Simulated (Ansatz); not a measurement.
Space group P6_3mc (No. 186). a = 3.933 Å, b = 3.933 Å, c = 6.336 Å, α = 90.00°, β = 90.00°, γ = 120.00°
```
atom site symmetry x y z
  Mn    2b       3m.  0.3333  0.6667  0.0028
   S    2b       3m.  0.3333  0.6667  0.3822
```

Equation of state of this MnS structure (not necessarily the ground state), with shape and atoms relaxed at each volume where symmetry leaves them free. It has no gap at any of these volumes. Level of theory: DFT PBEsol, scalar-relativistic, plane waves, PAW in Ansatz 0.2.0.

Plane waves to 420 eV, a k mesh through Γ of 12×12×8 on the computed 4-atom cell and Gaussian smearing (0.10 eV); collinear spin.

```csv
V (Å³/atom),E − E(largest V) (meV/atom),P (GPa)
19.941,1.24,2.80
20.577,-7.31,1.44
21.213,-10.46,0.00
21.850,-8.00,-1.41
22.486,0.00,-2.82
```

Fit a third-order Birch–Murnaghan equation to E(V).

V0 = 21.25 Å³/atom, B0 = 47 GPa, B0' = -1.3. B0' is unusual or poorly fixed by this range.

The state reached may not be the lowest one. The program reads another magnetic order as possibly lower. Moments started parallel, and an antiferromagnetic order may lie lower.

This wurtzite form isn't the usual stable structure of the compound.